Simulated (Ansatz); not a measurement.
# Calculated field gradients at the nuclei for Ba₆LiNb₂IrCl₂O₁₂

The cell is a Materials Project structure (computed, not necessarily an observed phase).

```
Ba Li Nb Ir Cl O
1.0
     5.44035   -2.92297    0.00000
     5.44035    2.92297    0.00000
    -0.79077    0.00000   15.23326
Ba Li Nb Ir Cl O
6 1 2 1 2 12
Direct
  0.32714 0.32714 0.63125
  0.33004 0.33004 0.21261
  0.68127 0.68127 0.36253
  0.64096 0.64096 0.08062
  0.29867 0.29867 0.96066
  0.70565 0.70565 0.78375
  0.46581 0.46581 0.82933
  0.99803 0.99803 0.18536
  0.01349 0.01349 0.81535
  0.99768 0.99768 0.99739
  0.67397 0.67397 0.57535
  0.33096 0.33096 0.42056
  0.15941 0.69095 0.08394
  0.33096 0.83346 0.24264
  0.17075 0.67900 0.75177
  0.83346 0.33096 0.24264
  0.84478 0.84478 0.24242
  0.82289 0.31543 0.91024
  0.16701 0.16701 0.76005
  0.31543 0.82289 0.91024
  0.84943 0.84943 0.91079
  0.69095 0.15941 0.08394
  0.67900 0.17075 0.75177
  0.15061 0.15061 0.08960
```

Atoms are numbered from 1 in the order listed; like atoms form one site, named after its first atom.

Level of theory: DFT, PBE, plane waves and PAW, scalar-relativistic, 420 eV cutoff, Γ-centred 5×5×2 k-points, Fermi–Dirac smearing 0.02 eV (Ansatz 0.2.0).

V_zz is the principal component of the electric field gradient with the largest magnitude, η = (V_xx − V_yy)/V_zz and C_Q = eQV_zz/h. Directions are in the Cartesian axes of the cell vectors above, for the atom listed; none is given where the gradient is under 0.02 or η is above 0.95.

Q: Which values are expected at the nuclei?

A: 

```
site  first atom                                                                   first shell  V_zz (10²¹ V/m²)     η  direction of V_zz (x, y, z)
 Ba1           1  3 O at 2.55–2.69 Å, 3 Cl at 3.22–3.45 Å; also 1 Li at 3.31 Å, 1 Cl at 3.91 Å            -15.93  0.32               0.15 0.00 0.99
 Ba2           2                                            9 O at 2.64–3.12 Å, 1 Cl at 3.17 Å             -1.31  0.77               0.49 0.00 0.87
 Ba3           3                                       3 O at 2.54–2.62 Å, 3 Cl at 3.25–3.44 Å            -15.34  0.23               0.12 0.00 0.99
 Ba4           4                      12 O at 2.82–3.53 Å; also 2 Ir at 3.52 Å, 2 Ba at 3.89 Å             -5.12  0.42               0.00 1.00 0.00
 Ba5           5                   7 O at 2.61–3.08 Å; also 1 Li at 2.77 Å, 3 O at 3.31–3.42 Å             11.30  0.43              -0.62 0.00 0.78
 Ba6           6        7 O at 2.43–2.97 Å, 1 Cl at 3.18 Å; also 1 Li at 2.74 Å, 2 O at 3.41 Å              6.83  0.93              0.93 0.00 -0.37
  Li           7                                                            4 O at 1.94–2.20 Å              0.67  0.07              0.88 0.00 -0.48
 Nb8           8                                                            6 O at 1.91–2.27 Å              5.92  0.09              -0.43 0.00 0.90
 Nb9           9                                                            6 O at 1.91–2.36 Å              6.19  0.18              0.71 0.00 -0.70
  Ir          10                                                            6 O at 2.03–2.13 Å             12.72  0.88              -0.34 0.00 0.94
Cl11          11                                                           5 Ba at 3.18–3.91 Å             -0.71  0.03              0.93 0.00 -0.38
Cl12          12                                                           5 Ba at 3.17–3.96 Å             -0.76  0.54              1.00 0.00 -0.07
 O13          13           1 Ir at 2.09 Å, 1 Nb at 2.18 Å, angle 84°; also 3 Ba at 2.75–2.82 Å              8.56  0.35             -0.43 -0.62 0.65
 O14          14                                      1 Nb at 1.91 Å; also 4 Ba at 2.54–3.12 Å             -2.20  0.60              -0.42 0.90 0.10
 O15          15          1 Li at 1.94 Å, 1 Nb at 1.96 Å, angle 100°; also 2 Ba at 2.55–2.85 Å              2.12  0.72             0.78 -0.59 -0.23
 O17          17                                      1 Nb at 1.92 Å; also 4 Ba at 2.62–3.23 Å              1.50  0.85               0.00 1.00 0.00
 O18          18      1 Nb at 2.11 Å, 1 Ir at 2.13 Å, 1 Li at 2.20 Å; also 3 Ba at 2.90–3.06 Å              8.18  0.16             -0.35 -0.64 0.68
 O19          19                                      1 Nb at 1.91 Å; also 4 Ba at 2.69–3.31 Å             -1.51  0.89               0.99 0.00 0.14
 O21          21           1 Ir at 2.03 Å, 1 Nb at 2.36 Å, 1 Ba at 2.43 Å; also 2 Ba at 3.08 Å              7.56  0.44               0.73 0.00 0.68
 O24          24                      1 Ir at 2.12 Å, 1 Nb at 2.27 Å; also 4 Ba at 2.61–2.93 Å              6.90  0.43               0.77 0.00 0.64
```

At Ba5 V_zz points along its shortest bond, to O (within 3°). At O21 V_zz points along its shortest bond, to Ir (within 3°). At O24 V_zz points along the shorter of its two bonds, to Ir (within 2°).

The largest force is 0.6 eV/Å, so the atoms aren't at the calculated equilibrium and relaxing them would move these values. A computed database structure should lie near equilibrium, so this entry is doubtful. Spin–orbit coupling is left out, which shifts gradients on Ir by a few per cent, and by more where contributions nearly cancel. With these PAW files V_zz is typically within 2 to 3 % of all-electron values, but misses above 10 % occur on Li.

The run took 4.2 min of wall time (8.4 min of CPU time) and 1.5 GiB at its peak, on 2 threads of Arm Neoverse N1 (aarch64; 36 cores open to the job, memory cap 5.0 GiB, no GPU), a shared host with a load of 0.9 a core.
